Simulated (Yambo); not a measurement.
A G0W0@PBEsol run in Yambo for Sr2H3I (space group P-3m1, No. 164) (3×3×2 Γ-centred k mesh, 214 bands and a 8 Ry block in the screening, 214 bands in G with the Bruneval-Gonze terminator, plasmon pole fitted at 27.2 eV) gives these matrix elements, in eV, at the band edges (A → K):

```tsv
state	E0	<Vxc>	<Σx>	<Σc(E0)>	Z
valence edge	0.000	-10.996	-13.648	1.225	0.793
conduction edge	1.992	-9.038	-4.524	-3.799	0.827
```

### Question
Solve the linearised quasiparticle equation for both states, give the gap, and say how exchange and correlation each act on it.

### Answer
E = E0 + Z(Σx + Σc − Vxc). Valence: 0.000 + 0.793 × (-13.648 + (1.225) − (-10.996)) = -1.13 eV. Conduction: 1.992 + 0.827 × (-4.524 + (-3.799) − (-9.038)) = 2.58 eV. The gap is 3.72 eV, against 1.99 eV in PBEsol. Replacing Vxc by bare exchange alone would open it by 7.17 eV; correlation takes back 5.02 eV of that, and Z scales what is left. Nearest settings tried, and what they do to the gap: 163 bands in W, 163 bands in G: -12 meV; 6 Ry block (221 vectors against 337): -64 meV. Not varied: mesh. So the settings aren't converged at that level. The mesh misses a band edge: along a dense path the PBEsol gap is 1.89 eV against 1.99 eV on the mesh. Spin-orbit coupling is left out, which matters for elements this heavy: edges can move by tenths of an eV.

Geometry of the Materials Project entry, not relaxed at this level; primitive cell a = 4.243 Å, b = 4.243 Å, c = 7.683 Å, α = 90.00°, β = 90.00°, γ = 120.00°.

The structure is a Materials Project entry; no match was found in the copy of COD used, and its stability was not checked.
